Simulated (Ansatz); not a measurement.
Ansatz input

```yaml
crystal:
  lattice:
    - [3.4420649897, 0.0, 0.0]
    - [-1.7210324948, 2.9809157225, 0.0]
    - [0.0, 0.0, 11.2417842562]
  atoms:
    - { symbol: Te, position: [0.0, 0.0, 0.0] }
    - { symbol: Te, position: [0.0, 0.0, 0.5] }
    - { symbol: Te, position: [0.3333333333, 0.6666666667, 0.25] }
    - { symbol: Te, position: [0.6666666667, 0.3333333333, 0.75] }
hamiltonian:
  xc: pbesol
  pseudopotentials:
    kind: paw
    azcp:
      Te: "pseudopotentials/Te.paw.azcp"
basis:
  ecutwfc: 420
  fft_grid_basis: typed
kpoints:
  mp_grid: { grid: [11, 11, 3], shift: [0, 0, 0] }
magnetization:
  spin_polarized: false
scf:
  occupations: { method: fermi_dirac, width: 0.1 }
relax:
  max_steps: 60
  f_tol: 0.01
  cell: {}
```

and its output:

```
Warning: the record states the generating functional pbe (its physics header spells it `PBE`), which answers neither for hamiltonian.xc's functional nor for the pbesol family's — results may be inconsistent (PPs are generated against a specific XC)
Engine: ansatz 0.2.0, aarch64-unknown-linux-gnu
Pseudopotentials: kind: paw
Pseudopotential: Te, paw, valence charge 16, recommended cutoff 420 eV (normal) 
Functional definition: PBEsol
  exchange = pbesol_x
  correlation = pbesol_c
Crystal: 4 atoms, lattice volume = 115.346 Å³
Basis set: ecut = 420 eV, 2233 PW (Γ), exchange–correlation on 48×48×160 points (8 copies of the dense FFT grid, shifted against one another)
Bands: 39, of which v1, the nominal top of the filled ones, is band 32 counted from 1 (31 counted from 0)
Symmetry: 24 space group operations
Space group: P63/mmc (ITA 194), of the structure as read, at distance tolerance 4.9e-5 Å
k-points: 32 of 363
Non-local potential: Te, projectors of the file, l = 0: 2, l = 1: 2, l = 2: 2, l = 3: 2
PAW form: soft (Blöchl's): semilocal exchange-correlation on the pseudo side does not see the compensation charge
PAW frozen core: Te, regenerated for the run's functional, and the local potential with it (the file was generated under x = pbe(κ = 0.804, μ = 0.2195149727645171), c = pbe(β = 0.06672455060314922))
PAW one-centre angular grid: Te, 590 points (default); XC on 64 Gauss nodes
Initial density: superposition of atomic densities (neutral atoms: chi_scale 0, normalization atom), corrected by the library's trained network
Initial wavefunctions: pseudopotential atomic-orbital guess
Functional: x = pbesol(κ = 0.804, μ = 0.12345679012345678), c = pbesol(β = 0.046)
SCF iter   1: F=—  HF=-27604.738451 eV  |F-HF|=—  |Δ(HF+E_count)|=         —  Δρ=2.79e-3  dr2=7.92e-3  ethr=1.77e-3  ⟨swp⟩=8.8  Hψ=5456  notcnv=0
SCF iter   2: F=—  HF=-27604.733042 eV  |F-HF|=—  |Δ(HF+E_count)|=   5.41e-3  Δρ=1.58e-3  dr2=2.76e-3  ethr=1.24e-5  ⟨swp⟩=2.1  Hψ=1860  notcnv=0
SCF iter   3: F=—  HF=-27604.732402 eV  |F-HF|=—  |Δ(HF+E_count)|=   6.40e-4  Δρ=2.46e-4  dr2=7.35e-5  ethr=4.31e-6  ⟨swp⟩=2.5  Hψ=2146  notcnv=0
SCF iter   4: F=—  HF=-27604.732376 eV  |F-HF|=—  |Δ(HF+E_count)|=   2.57e-5  Δρ=1.43e-4  dr2=3.82e-5  ethr=1.15e-7  ⟨swp⟩=2.0  Hψ=2286  notcnv=0
SCF iter   5: F=—  HF=-27604.732359 eV  |F-HF|=—  |Δ(HF+E_count)|=   1.76e-5  Δρ=5.38e-5  dr2=5.02e-6  ethr=5.98e-8  ⟨swp⟩=2.0  Hψ=2067  notcnv=0
SCF iter   6: F=—  HF=-27604.732358 eV  |F-HF|=—  |Δ(HF+E_count)|=   1.03e-6  Δρ=2.39e-5  dr2=6.69e-7  ethr=7.85e-9  ⟨swp⟩=2.0  Hψ=2278  notcnv=0
SCF iter   7: F=-27604.732357 eV  HF=-27604.732357 eV  |F-HF|=8.30e-8  |Δ(HF+E_count)|=   6.50e-7  Δρ=7.25e-6  dr2=6.82e-8  ethr=1.56e-10  ⟨swp⟩=3.0  Hψ=4929  notcnv=0
SCF 1 converged in 7 iterations: F = -27604.732357 eV  dr2 = 6.82e-8
relax step   1: F+E_penalty+E_count = -27604.73235713 eV  Δ(F+E_penalty+E_count) = +0.000e0 eV  max|allowed force component| = 4.337e-18 eV/Å  Δτ_max = 0.0000 Å  P = -3.908 GPa  Ω = 115.346 Å³  (7 SCF iters, dr2 threshold 1.00e-7 eV, accepted)
...
iter 1 solved again at ethr=1.20e-7 eV; its pass at ethr=3.10e-3 eV (dr2=7.65e-5 eV) is discarded
SCF iter   1: F=—  HF=-27605.630263 eV  |F-HF|=—  |Δ(HF+E_count)|=         —  Δρ=2.91e-4  dr2=2.23e-6  ethr=1.20e-7  ⟨swp⟩=3.6  Hψ=8467  notcnv=0
SCF iter   2: F=—  HF=-27605.630547 eV  |F-HF|=—  |Δ(HF+E_count)|=   2.84e-4  Δρ=1.47e-4  dr2=5.70e-7  ethr=3.49e-9  ⟨swp⟩=2.2  Hψ=1828  notcnv=0
SCF iter   3: F=—  HF=-27605.630646 eV  |F-HF|=—  |Δ(HF+E_count)|=   9.89e-5  Δρ=4.91e-6  dr2=1.11e-9  ethr=8.90e-10  ⟨swp⟩=2.0  Hψ=1470  notcnv=0
SCF iter   4: F=—  HF=-27605.630646 eV  |F-HF|=—  |Δ(HF+E_count)|=   1.03e-7  Δρ=4.98e-7  dr2=1.51e-10  ethr=1.00e-12  ⟨swp⟩=5.8  Hψ=4975  notcnv=0
SCF iter   5: F=-27605.630646 eV  HF=-27605.630646 eV  |F-HF|=3.64e-12  |Δ(HF+E_count)|=  3.06e-10  Δρ=9.94e-8  dr2=1.80e-11  ethr=1.00e-12  ⟨swp⟩=4.6  Hψ=3870  notcnv=0
SCF 14 converged in 5 iterations: F = -27605.630646 eV  dr2 = 1.80e-11
relax step  14: F+E_penalty+E_count = -27605.63064631 eV  Δ(F+E_penalty+E_count) = -3.423e-4 eV  max|allowed force component| = 5.782e-18 eV/Å  Δτ_max = 0.0000 Å  P = -0.001 GPa  Ω = 119.944 Å³  stress off target by 8.72e-3 GPa  SCF on the basis re-selected at this cell (its energy is not comparable with the rows above)  (5 SCF iters)
basis re-selected at this cell: Δ(F+E_penalty+E_count) = -3.423e-4 eV, ΔP = -0.001 GPa vs the last step (what re-selecting the basis moved, of the pressure what is left beyond the Pulay correction that the steps carried, after the strain that the cell walked since its last selection, with what the two solves' SCF thresholds leave and, on support functions, any second-order correction that the steps lacked; it is no measure of the basis error at this ecutwfc). This SCF's stress stands 8.72e-3 GPa from its target on what of the cell is left free (relax.cell.stress_tol is 5.00e-2 GPa) and its largest allowed force component is 5.78e-18 eV/Å (relax.f_tol is 1.00e-2 eV/Å): within both
SCF converged after 5 iterations
Free energy (F): -27605.630646 eV
Harris-Foulkes:  -27605.630646 eV  (|F-HF|=3.64e-12)
Internal energy: -27605.531946 eV  (E = F + TS)
E sigma→0 (E₀):  -27605.581296 eV
Entropy (-TS):   -0.098701 eV (-24.675 meV/atom)
Fermi energy:    10.477393 eV
--- Per-component energies (eV) ---
  E_band       = -960.657377
  E_kinetic    = 723.471123
  E_local      = -4497.024586  (includes V_loc(G=0)·N_el)
  E_nonlocal   = -1232.519378
  E_hartree    = 2990.491451
  E_xc         = -494.257525
  E_vxc        = -417.526917  (∫ρ·V_xc dr)
  E_paw        = -18337.018348  (= ΣΔE_a)
  E_vpaw       = -1518.040030  (= ΣTr[D̂ρ^β])
  E_aug_tail   = -0.000570  (compensation charges beyond the density's cutoff)
  E_ewald      = -6760.173373
  E_core_change = 1.499261  (= ΣΔE_core)
  E_smearing   = -0.098701  (= −TS)
  E_closure    = -0.000000  (closes the sum)
  Σ components = -27605.630646   (vs F -27605.630646, Δ=0.00e0)
--- Forces (eV/Å), atoms counted from 1 ---
  atom   1  Te    -0.00000000     0.00000000     0.00000000
  atom   2  Te    -0.00000000     0.00000000     0.00000000
  atom   3  Te     0.00000000    -0.00000000     0.00000000
  atom   4  Te    -0.00000000     0.00000000    -0.00000000
  max |Σ_I F_I| component: 2.31e-18 eV/Å
--- Stress (GPa, compression-positive) ---
        0.003026       0.000000       0.000000
        0.000000       0.003026       0.000000
        0.000000       0.000000      -0.008723
  P = ⅓ Tr σ = -0.0009 GPa (-0.009 kbar)
--- Relaxed structure (12 steps of the walk, 12 accepted, 2 SCFs on fresh bases) ---
  F+E_penalty+E_count = -27605.63064631 eV   max|allowed force component| = 5.782e-18 eV/Å   (the final SCF, on the basis selected at the relaxed cell)
  cell:  # Å, volume = 119.9444 Å³
    - [4.020390408297559, -3.371774264007016e-11, 2.2924243084540097e-33]
    - [-2.010195204119579, 3.481760226733836, 4.907962971798314e-33]
    - [-2.0014906967556543e-33, 2.298007837015751e-32, 8.568662536683803]
  atoms:
    - { symbol: Te, position: [-1.2029225305793188e-34, 7.1927618739787e-35, 3.38957090866069e-35] }
    - { symbol: Te, position: [-3.291329437161061e-34, 6.048650043511093e-35, 0.5] }
    - { symbol: Te, position: [0.3333333333333333, 0.6666666666666669, 0.25] }
    - { symbol: Te, position: [0.6666666666666667, 0.33333333333333337, 0.7500000000000002] }
```

Launched by

```sh
ansatz run input.yaml --threads 2 --pin off --max-ram 5120MiB --backend cpu --events-out ev --progress --plain --runs-dir out
```

On 2 threads of Arm Neoverse N1 (shared host) this took about 68 s of wall time and 130 s of CPU time.
